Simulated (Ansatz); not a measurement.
Problem. P (diamond, Fd-3m) is relaxed with r²SCAN in the plane-wave PAW code Ansatz. What lattice parameters of the conventional cell result?

Solution. a = 5.433 Å.

Problem. Is it a metal or does it have a gap at this level?

Solution. No gap at this level.

The start of the workflow was typed in or built on a structure type; neither database checked (COD, Materials Project) lists it. It is not the phase usual at ambient conditions (space group No. 64). The cell was relaxed with r²SCAN under the symmetry of its start. At this level the phase is mechanically unstable.

Potentials: the earlier of the program's two PAW sets.
